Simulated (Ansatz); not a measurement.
BPd2:
```xyz
6
Lattice="4.7003 0.0000 0.0000 0.0000 5.0835 0.0000 0.0000 0.0000 3.1151" Properties=species:S:1:pos:R:3 pbc="T T T"
B      2.3502     2.5418     1.5576
B      0.0000     0.0000     0.0000
Pd     3.5371     0.7906     1.5576
Pd     1.1632     4.2929     1.5576
Pd     1.1870     1.7511     0.0000
Pd     3.5134     3.3324     0.0000
```

This is the PBEsol-relaxed structure.

**Question.** All from DFT-PBEsol in the program Ansatz with PAW potentials, unless another level is named. Predict the highest zone-centre frequency.

**Answer.** 590 cm⁻¹.

**Question.** And the bulk modulus (Birch–Murnaghan fit)?

**Answer.** 197 GPa.

Space group Pnnm. The workflow started from a Materials Project entry (that database holds measured and hypothetical structures alike); the Crystallography Open Database files this formula in space group No. 58, but the cells were not matched. Its standing as an ambient phase is unchecked. Symmetry was held in the PBEsol relaxation; whether a distortion lowers the energy is not shown. The run is not spin-polarised. As this level gives no gap, phonon frequencies hold no LO–TO term and depend on the k-mesh and smearing (Fermi–Dirac, 0.1 eV here).

Potentials: the later of the program's two PAW sets.
